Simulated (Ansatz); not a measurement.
Values for one crystal, relaxed and computed with r²SCAN+D4 in the plane-wave PAW code Ansatz; other levels are named.

- Volume per atom: 10.97 Å³
- Electronic character: metallic (no gap)
- Elastic constants (relaxed ions, GPa): C11 = 803, C12 = 132, C13 = 15.0, C33 = 14.0, C44 = -4.4
- Mechanical stability: unstable (C has a negative eigenvalue)
- Density of states at the Fermi level: 0.22 states/eV per atom (mean over ±0.08 eV)
- Formation energy from the elements (no fitted shifts): 0.33 eV/atom

Question: Pick the material that matches.
A) SiC12, P6/mmm (C on 12n, Si on 1b)
B) Si12W, P6/mmm (W on 1a, Si on 12n)
C) Si2Ni, P-3m1 (Ni on 1a, Si on 2d)
D) TiGe2, P6/mmm (Ti on 1a, Ge on 2d)

Answer: A, SiC12, P6/mmm (C on 12n, Si on 1b)

The start of the workflow was typed in or built on a structure type; neither database checked (COD, Materials Project) lists it. Its standing as an ambient phase is unchecked. The r²SCAN+D4 relaxation kept the symmetry of its start. Its formation energy is positive at this level, so the cell may be metastable or incomplete. As this level gives no gap, shear constants depend on the k-mesh and smearing (Fermi–Dirac, 0.1 eV here). The references are the lowest solids computed at this level, not always the standard phases.

Potentials: the earlier of the program's two PAW sets.
